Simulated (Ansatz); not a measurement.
**Strain and the gap of C (lonsdaleite)**

C built on the lonsdaleite prototype, relaxed with r2SCAN in Ansatz. Space group P6_3/mmc (No. 194), hexagonal; a = 2.503 Å, c = 4.169 Å in the conventional setting, 5.66 Å³ an atom. Around C lie 4 C at 1.54–1.56 Å.

The axes x, y and z are those of this cell:
```xyz
4
Lattice="2.5032 0.0000 0.0000 -1.2516 2.1678 0.0000 0.0000 0.0000 4.1689" Properties=species:S:1:pos:R:3 pbc="T T T"
C     0.0000    1.4452    0.0010
C     1.2516    0.7226    2.0854
C     0.0000    1.4452    1.5624
C     1.2516    0.7226    3.6468
```

Unstrained: The PBE gap is indirect, 3.323 eV (Γ to K), below the direct gap of 4.995 eV at Γ. r2SCAN gives an indirect gap of 3.596 eV, from Γ to K; the least direct gap is 5.241 eV at Γ. With HSE06 the valence top lies at Γ and the conduction bottom at K, 4.377 eV higher; the smallest vertical gap, at Γ, is 6.340 eV. Meshes: PBE 12×12×6, r2SCAN 12×12×6, HSE06 9×9×4. Strains are changes of length per length. After each strain the atoms were relaxed again with r2SCAN within the symmetry that the strain leaves, so tilts or polar shifts that break it weren't tested; points keep the names that they have in the unstrained zone. The values are computed, spin-unpolarised, and not measurements.

Changes of the least gap in eV (an overlap counts as a negative gap):
```
                           strain  volume change (%)  space group     PBE  r2SCAN   HSE06  energy rise, r2SCAN (meV/atom)
         uniaxial +3.42 % along z               +3.4     P6_3/mmc  +0.188  +0.190  +0.202                            25.4
isotropic -3.44 % on every length              -10.0     P6_3/mmc  -0.456  -0.447  -0.460                            93.0
```

Uniaxial +3.42 % along z, other directions held. HSE06: the gap goes from 4.377 to 4.579 eV (+0.202 eV); with r2SCAN the top three valence levels at Γ, grouped 2+1 from the top over 499 meV, become 2+1 over 347 meV. Stress change with r2SCAN, compression positive: xx -0.23, yy -0.23, zz -40.10 GPa.

Isotropic -3.44 % on every length. HSE06: the gap goes from 4.377 to 3.917 eV (-0.460 eV); with r2SCAN the top three valence levels at Γ, grouped 2+1 from the top over 499 meV, become 2+1 over 682 meV. Stress change with r2SCAN, compression positive: xx +56.84, yy +56.84, zz +58.29 GPa. For HSE06, dE_g/d ln V = 4.4 eV over this step.

The meshes of the hybrids are coarse, so their gaps aren't converged to the digits shown.

The splittings at Γ are without spin-orbit coupling, which regroups them where it is of like size or larger.
